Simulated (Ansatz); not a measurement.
## Is this ZrTe3Pd structure a true minimum?

It was reached by relaxing an invented guess, and it needn't be the stable form of this composition.

Theory: DFT PBE, scalar-relativistic, plane waves, PAW (Ansatz 0.2.0). Settings: cutoff 420 eV, Γ-centred mesh 6×8×4 on the computed 10-atom cell, Gaussian smearing of 0.10 eV; no spin polarisation.

The cell below (10 atoms, space group P2_1/m (No. 11)) is relaxed within its symmetry.

```xyz
10
Lattice="6.2531 0.0000 -0.0606 0.0000 3.9921 0.0000 -2.7166 0.0000 10.6445" Properties=species:S:1:pos:R:3 pbc="T T T"
Zr    0.2646    2.9941    3.6526
Zr    3.2718    0.9980    6.9313
Te    1.8812    0.9980    2.0472
Te    5.0260    0.9980    1.9146
Te    1.6552    2.9941    8.5367
Te   -1.4895    2.9941    8.6693
Te    0.1906    0.9980    5.8390
Te    3.3459    2.9941    4.7449
Pd    2.8601    0.9980    9.8841
Pd    0.6763    2.9941    0.6998
```

For the test it was strained at random (σ = 1.5 % a component), the atoms were moved at random (σ = 0.05 Å), and all was relaxed again on a coarse 6×4×2 mesh (in the run’s order of axes) with 0.20 eV smearing, with no symmetry imposed.

Spin–orbit coupling, which can matter for Te, is left out.

Question: Does it come back?

Answer: It returns, within 1 meV/atom of the unmoved cell on that mesh and with the same symmetry when read at 0.1 Å. So it is stable against the distortions that fit this cell and that this random move excites. Modes that don't fit the cell aren't tested.
